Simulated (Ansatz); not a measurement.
The relaxed structure here is a generated cell of SnS2: the first start was made by placing the elements on the sites of a structure type, and the end was not matched to a known phase here, so it may be hypothetical. Known forms of SnS2 include space group No. 164.

A structure of SnS2 relaxed with PBEsol (plane waves to 420 eV, PAW, scalar-relativistic; Ansatz, an electronic-structure program); single points at other levels follow on the same geometry (Ansatz, PAW; PBEsol+SOC at 420 eV on a 12×12×6 k-mesh; spin-orbit coupling only where +SOC is written). Space group Cccm (No. 66).

Space group Cccm (No. 66); a = 4.7874 Å, b = 7.5354 Å, c = 7.7715 Å, α = 90.00°, β = 90.00°, γ = 90.00°

```json
[
 {"atom": "Sn", "site": "4a", "symmetry": "222", "x": "0.0000", "y": "0.0000", "z": "0.2500"},
 {"atom": "S", "site": "8l", "symmetry": "..m", "x": "0.0354", "y": "0.7235", "z": "0.0000"}
]
```
(The calculation used a cell of 6 atoms; values per cell refer to that cell.)

```csv
level,gap (eV),kind,conduction minimum
PBEsol,0.02,indirect,S
PBEsol+SOC,…,…,…
```

Task: Complete the blanks.

Result: 
- PBEsol+SOC, gap (eV): 0.01
- PBEsol+SOC, kind: indirect
- PBEsol+SOC, conduction minimum: S

The shift from spin-orbit coupling is approximate. The relaxed cell holds bonded S–S pairs (2.09 Å). No spin polarisation in the result.

The run could not lose the symmetry of its start, so the end can be a saddle point.

It was reached from a disturbed copy of a Cmmm (No. 65) cell, against which it lies -0.03 eV/atom.
